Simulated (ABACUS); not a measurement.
A user runs ABACUS on WSe₂ (P6_3/mmc, 6 atoms in the cell; from Materials Project mp-1821) and asks whether the run is sound. The aim is a self-consistent single point with DFT, PBEsol, numerical atomic orbitals TZP (confined pseudo-atomic orbitals with Gaussian additions; energy shift 0.003 Ry), PseudoDojo 0.4 standard norm-conserving PBEsol (tails mended) pseudopotentials.

The input file:

```
# file: INPUT
INPUT_PARAMETERS
suffix               WSe2
calculation          scf
basis_type           lcao
pseudo_dir           ./
orbital_dir          ./
dft_functional       PBESOL
ecutwfc              100.0
symmetry             1
symmetry_prec        1e-05
smearing_method      fd
smearing_sigma       0.000734986
ks_solver            scalapack_gvx
scf_nmax             100
scf_thr              1.0e-07
mixing_type          broyden
cal_force            1
cal_stress           1
out_mul              1
device               cpu
# file: STRU
ATOMIC_SPECIES
W 183.840 W.upf
Se 78.971 Se.upf

NUMERICAL_ORBITAL
W_pbesol_8.4au_5s3p3d1f.orb
Se_pbesol_6.8au_3s3p3d1f.orb

LATTICE_CONSTANT
1.889726125

LATTICE_VECTORS
   3.3199300000    0.0000000000    0.0000000000
  -1.6599650000    2.8751440000    0.0000000000
   0.0000000000    0.0000000000   13.7371900000

ATOMIC_POSITIONS
Direct

W
0.0
2
   0.6666670000    0.3333330000    0.7500000000
   0.3333330000    0.6666670000    0.2500000000

Se
0.0
5
   0.3333330000    0.6666670000    0.8710000000
   0.6666670000    0.3333330000    0.1290000000
   0.6666670000    0.3333330000    0.3710000000
   0.3333330000    0.6666670000    0.6290000000
   0.5938450000    0.3297370000    0.3389130000
# file: KPT
K_POINTS
0
MP
11 11 3 0 0 0
```

The program printed (abridged):

```
 READING UNITCELL INFORMATION
                                    ntype = 2
                  lattice constant (Bohr) = 1.88973
              lattice constant (Angstrom) = 1

 READING ATOM TYPE 1
                               atom label = W
                      L=0, number of zeta = 5
   [... lines left out ...]

 SETUP K-POINTS
                                    nspin = 1
                   Input type of k points = Monkhorst-Pack
                                   nkstot = 363
                        ROTATION MATRICES = 24
                               nkstot_ibz = 182
K-POINTS REDUCTION ACCORDING TO SYMMETRY
     IBZ    DIRECT_X    DIRECT_Y    DIRECT_Z  WEIGHT  ibz2bz
       1 -0.45454545 -0.45454545 -0.33333333  0.0055       0
       2 -0.36363636 -0.45454545 -0.33333333  0.0055       1
       3 -0.27272727 -0.45454545 -0.33333333  0.0055       2
   [... 9 lines left out ...]
     ... 170 more k-points

                               nkstot now = 182

K-POINTS DIRECT COORDINATES
 KPOINTS    DIRECT_X    DIRECT_Y    DIRECT_Z  WEIGHT
       1 -0.45454545 -0.45454545 -0.33333333  0.0110
       2 -0.36363636 -0.45454545 -0.33333333  0.0110
       3 -0.27272727 -0.45454545 -0.33333333  0.0110
   [... 9 lines left out ...]
     ... 170 more k-points

 SETUP PLANE WAVES FOR WAVE FUNCTIONS
     energy cutoff for wavefunc (unit:Ry) = 100
              fft grid for wave functions = [ 40, 40, 180 ]
                    number of plane waves = 19375

 -------------------------------------------
 SELF-CONSISTENT
 -------------------------------------------

                  longest orb rcut (Bohr) = 8.4
   longest nonlocal projector rcut (Bohr) = 2.06
                     search radius (Bohr) = 20.9

                          real space grid = [ 40, 40, 180 ]

                                 init_chg = atomic

 LCAO ALGORITHM --------------- ION=   1  ELEC=   1--------------------------------

 Density error is 0.0812340502862
 E_KohnSham     -1358.1389660368     -18478.4286139290
 E_Fermi        1.0819331735         14.7204560152

   [... lines left out ...]

 LCAO ALGORITHM --------------- ION=   1  ELEC=  16--------------------------------

 Density error is 1.9857866322e-07
 E_KohnSham     -1358.3970042417     -18481.9394038171
 E_Fermi        1.1416163109         15.5324867579

 LCAO ALGORITHM --------------- ION=   1  ELEC=  17--------------------------------

 Density error is 3.76337376281e-08
 E_KohnSham     -1358.3970042415     -18481.9394038147
 E_KS(sigma->0) -1358.3970011741     -18481.9393620806
 E_entropy(-TS) -0.0000061348        -0.0000834682
 E_Fermi        1.1416163038         15.5324866621
 charge density convergence is achieved
 final etot is -18481.939404 eV
 EFERMI = 15.532486662 eV

 STATE ENERGY(eV) AND OCCUPATIONS    NSPIN == 1
   [... 62 lines left out ...]

 TOTAL-FORCE (eV/Angstrom)
                        W1         0.0212784933         0.0035229180        -0.1248010575
                        W2        -1.9655524661         0.4626750356        -7.1557899140
                       Se1        -0.0215394744        -0.0072551300         0.3308062405
                       Se2         0.1059434357         0.0109492514        -1.4693032998
                       Se3      5247.9349385786       226.1556599550      9805.0562975580
                       Se4         0.0147698084         0.0213661564        -0.3272907614
   [... lines left out ...]

 TOTAL-STRESS (KBAR)
     15190.7596750433       604.4784568105     28292.5927389354
       604.4784568105        74.0164448975      1212.1176018643
     28292.5927389354      1212.1176018643     52946.9709058908
 TOTAL-PRESSURE: 22737.249009 KBAR

 --------------------------------------------
 !FINAL_ETOT_IS -18481.9394038146529056 eV
 --------------------------------------------
```

Question: Is anything amiss in this input, and did it matter?

Answer: The run is not sound. The fault is one atom entered twice. Two nuclei at or near one point give a huge ion-ion repulsion and overlapping cores, and the electron count is too high as well. To fix it, remove the duplicate atom. The run converged in 17 iterations without an error; against the sound input the pressure goes from -1.18 to 2274 GPa and the largest force goes from 0.201 to 11120 eV/Å. The full log also holds: “!!! WARNING: Some atoms are too close!!!”.

An input that runs soundly differs in these lines (not the only fix; some lines may just follow from the change or write a value another way):
```diff
-5
+4
-   0.5938450000    0.3297370000    0.3389130000
```

With that input, the run converged in 10 iterations: free energy E − TS -17311.8456 eV; pressure -1.18 GPa; largest force (vector length) 0.201 eV/Å (DFT, PBEsol, numerical atomic orbitals TZP (confined pseudo-atomic orbitals with Gaussian additions; energy shift 0.003 Ry), PseudoDojo 0.4 standard norm-conserving PBEsol (tails mended) pseudopotentials).

Spin-orbit coupling is left out, which matters for bands and gaps with elements this heavy. The atom-centred basis is finite, which shifts total energies, pressures and forces against plane waves. The structure comes from a collection of computed structures, made at another level of theory; the collection holds predicted forms beside known ones.

The atomic orbitals were generated for these runs; they are not ABACUS's published sets and were checked against plane waves on a few crystals only.

“Tails mended”: in these copies of the files the far tail of each local potential was reset to the Coulomb form.
